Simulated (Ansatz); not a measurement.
Given:

PtC:
```xyz
2
Lattice="0.0000 2.3592 2.3592 2.3592 0.0000 2.3592 2.3592 2.3592 0.0000" Properties=species:S:1:pos:R:3 pbc="T T T"
Pt     0.0000     0.0000     0.0000
C      1.1796     1.1796     1.1796
```

This is the PBE-relaxed structure.

Question: All from PBE (plane waves, PAW; program Ansatz), unless another level is named. Estimate the electronic character.

Answer: metallic (no gap).

Question: Give the density of states at the Fermi level.

Answer: 0.43 states/eV per atom (mean over ±0.08 eV).

Question: What about the formation energy from the elements (no fitted shifts)?

Answer: 0.89 eV/atom.

Question: And the gap with spin–orbit coupling?

Answer: none (metallic).

Space group F-43m (zinc blende). The start of the workflow was typed in or built on a structure type; neither database checked (COD, Materials Project) lists it. Its standing as an ambient phase is unchecked. Symmetry was held in the PBE relaxation; its stability against distortions is not shown here. The run is not spin-polarised. Its formation energy is positive at this level, so the cell may be metastable or incomplete. The references are the lowest solids computed at this level, not always the standard phases. Spin–orbit coupling is left out wherever it is not named.

Potentials: the later of the program's two PAW sets.
